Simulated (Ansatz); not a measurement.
**Ansatz 0.2.0, relaxation: Ce2BiO2**

Input:

```yaml
crystal:
  lattice:
    - [-2.01488608, 2.01488608, 6.86080199]
    - [2.01488608, -2.01488608, 6.86080199]
    - [2.01488608, 2.01488608, -6.86080199]
  atoms:
    - { symbol: Ce, position: [0.344, 0.344, 0.0] }
    - { symbol: Ce, position: [0.656, 0.656, 0.0] }
    - { symbol: Bi, position: [0.0, 0.0, 0.0] }
    - { symbol: O, position: [0.25, 0.75, 0.5] }
    - { symbol: O, position: [0.75, 0.25, 0.5] }
kpoints:
  mp_grid: { grid: [6, 6, 6], shift: [0, 0, 0] }
magnetization:
  spin_polarized: false
scf:
  occupations: { method: fermi_dirac }
  lower_state_search: "off"
hamiltonian:
  pseudopotentials: { kind: paw }
  xc: r2scan
basis:
  ecutwfc: 500
  fft_grid_basis: typed
relax:
  max_steps: 60
  cell: { p_target: 5.0 }
output:
  forces: true
  stress: true
  eigenvalues: true
  bader: true
  populations: true
  elf: true
  write_potential: true
  volumetric_format: npy
  dos:
    e_range: [-12, 8]
    de: 0.05
    projected: { site_lists: { Bi: [Bi], Ce: [Ce], O: [O] } }
checkpoint:
  read: saved_state
```

Launch command:

```bash
ansatz run input.yaml --threads 2 --pin off --max-ram 2560MiB --backend cpu --events-out ev --progress --plain --runs-dir out
```

Origin of the cell: a database entry, scaled a little.

The smearing width isn't typed, so it takes its default of 0.1 eV.

The saved state is a converged single point of the same cell.

Steps («new basis» is an SCF on plane waves selected anew at the same cell):

```csv
step,ΔH (meV/atom),max force component (eV/Å),P (GPa),volume (Å³),SCF iterations,step was
1,0.0,1.220,-5.86,111.41,19,accepted
2,-68.8,1.615,8.30,99.84,10,accepted
3,-85.4,0.856,7.33,95.14,10,accepted
4,-100.2,0.068,4.21,99.50,9,accepted
5,-100.6,0.016,5.03,98.82,6,accepted
6,-100.6,0.004,4.99,98.82,5,accepted
7,-99.7,0.002,5.00,98.82,8,new basis
```

Step 1, with forces in eV/Å:

```xyz
5
Lattice="-2.015 2.015 6.861 2.015 -2.015 6.861 2.015 2.015 -6.861" Properties=species:S:1:pos:R:3:forces:R:3 pbc="T T T" step=1
Ce    0.000    0.000    4.720    0.000    0.000   -1.220
Ce    0.000    0.000    9.001    0.000    0.000    1.220
Bi    0.000    0.000    0.000    0.000    0.000    0.000
O     2.015    0.000    3.430    0.000    0.000    0.000
O     0.000    2.015    3.430    0.000    0.000    0.000
```

Step 2, with forces in eV/Å:

```xyz
5
Lattice="-1.956 1.956 6.527 1.956 -1.956 6.527 1.956 1.956 -6.527" Properties=species:S:1:pos:R:3:forces:R:3 pbc="T T T" step=2
Ce    0.000    0.000    4.424    0.000    0.000    1.615
Ce    0.000    0.000    8.629    0.000    0.000   -1.615
Bi    0.000    0.000    0.000    0.000    0.000    0.000
O     1.956    0.000    3.263    0.000    0.000    0.000
O     0.000    1.956    3.263    0.000    0.000    0.000
```

Step 3, with forces in eV/Å:

```xyz
5
Lattice="-1.960 1.960 6.192 1.960 -1.960 6.192 1.960 1.960 -6.192" Properties=species:S:1:pos:R:3:forces:R:3 pbc="T T T" step=3
Ce    0.000    0.000    4.333    0.000    0.000   -0.856
Ce    0.000    0.000    8.051    0.000    0.000    0.856
Bi    0.000    0.000    0.000    0.000    0.000    0.000
O     1.960    0.000    3.096    0.000    0.000    0.000
O     0.000    1.960    3.096    0.000    0.000    0.000
```

Step 4, with forces in eV/Å:

```xyz
5
Lattice="-1.982 1.982 6.330 1.982 -1.982 6.330 1.982 1.982 -6.330" Properties=species:S:1:pos:R:3:forces:R:3 pbc="T T T" step=4
Ce    0.000    0.000    4.367    0.000    0.000   -0.068
Ce    0.000    0.000    8.294    0.000    0.000    0.068
Bi    0.000    0.000    0.000    0.000    0.000    0.000
O     1.982    0.000    3.165    0.000    0.000    0.000
O     0.000    1.982    3.165    0.000    0.000    0.000
```

Step 5, with forces in eV/Å:

```xyz
5
Lattice="-1.979 1.979 6.307 1.979 -1.979 6.307 1.979 1.979 -6.307" Properties=species:S:1:pos:R:3:forces:R:3 pbc="T T T" step=5
Ce    0.000    0.000    4.351    0.000    0.000    0.016
Ce    0.000    0.000    8.263    0.000    0.000   -0.016
Bi    0.000    0.000    0.000    0.000    0.000    0.000
O     1.979    0.000    3.154    0.000    0.000    0.000
O     0.000    1.979    3.154    0.000    0.000    0.000
```

Step 7, with forces in eV/Å:

```xyz
5
Lattice="-1.979 1.979 6.308 1.979 -1.979 6.308 1.979 1.979 -6.308" Properties=species:S:1:pos:R:3:forces:R:3 pbc="T T T" step=7
Ce    0.000    0.000    4.353    0.000    0.000   -0.002
Ce    0.000    0.000    8.263    0.000    0.000    0.002
Bi    0.000    0.000    0.000    0.000    0.000    0.000
O     1.979    0.000    3.154    0.000    0.000    0.000
O     0.000    1.979    3.154    0.000    0.000    0.000
```

```
Enthalpy lowered by     : 99.7 meV/atom
Volume change           : -11.30 %
Final pressure          : 5.00 GPa
Relaxation steps listed : 7
```

Caveats: f shells without a U or exact exchange are poorly placed; no spin polarisation, so a magnetic state may lie lower; no spin-orbit coupling, though heavy elements are present; the k mesh is coarse if the cell is a metal; the relaxation held the start's symmetry, so the end may be a saddle point.

It ran for 4.9 min on 2 threads of Arm Neoverse N1, on a shared host, peak memory 1.6 GiB, from a saved density.
